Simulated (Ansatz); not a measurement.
# Pressure against volume: CdPd

Space group P4/mmm (No. 123). a = 3.028 Å, b = 3.028 Å, c = 3.631 Å, α = 90.00°, β = 90.00°, γ = 90.00°
| atom | site | symmetry | x | y | z |
| --- | --- | --- | --- | --- | --- |
| Cd | 1a | 4/mmm | 0.0000 | 0.0000 | 0.0000 |
| Pd | 1d | 4/mmm | 0.5000 | 0.5000 | 0.5000 |

The runs use the primitive cell with vectors (3.028, 0.000, 0.000), (0.000, 3.028, 0.000), (0.000, 0.000, 3.631) Å, to which the k mesh refers.

The cell is COD entry 1524979, as deposited and not checked against the literature; nothing was relaxed.

Spin polarisation is left out, and whether a magnetic state lies lower isn't shown here.

Methods: DFT, PBEsol, all-electron LAPW, scalar-relativistic (Ansatz 0.2.0); DFT, PBEsol, PAW with Ansatz's default frozen-core files, scalar-relativistic (Ansatz 0.2.0).

For LAPW: a Γ-centred 11×11×9 k mesh, Fermi–Dirac smearing of 0.05 eV, basis error target 0.5 meV/atom, no spin polarisation. PAW takes a cutoff of 420 eV at this cell (files made with PBE, cores remade for this functional). The Ansatz runs share mesh, smearing and spin set-up. Plane-wave (PAW) pressures include the program's estimate of the Pulay term.

The cell above is scaled evenly, with fractional coordinates and shape held.

(1) Estimate the equilibrium volume and bulk modulus that LAPW (all electrons) gives for this fixed shape.

## Answers

(1) V0 = 16.47 Å³/atom, B0 = 138 GPa, B0′ = 5.4, from a third-order Birch–Murnaghan fit to these pressures:
```tsv
V/V(cell)	V (Å³/atom)	P, LAPW (GPa)	P, PAW (GPa)
0.9400	15.643	8.17	8.19
0.9600	15.976	4.56	4.58
0.9800	16.309	1.38	1.41
0.9900	16.475	-0.06	-0.03
1.0000	16.642	-1.41	-1.38
1.0100	16.808	-2.67	-2.64
1.0200	16.974	-3.86	-3.83
1.0400	17.307	-6.00	-5.98
1.0600	17.640	-7.89	-7.86
```
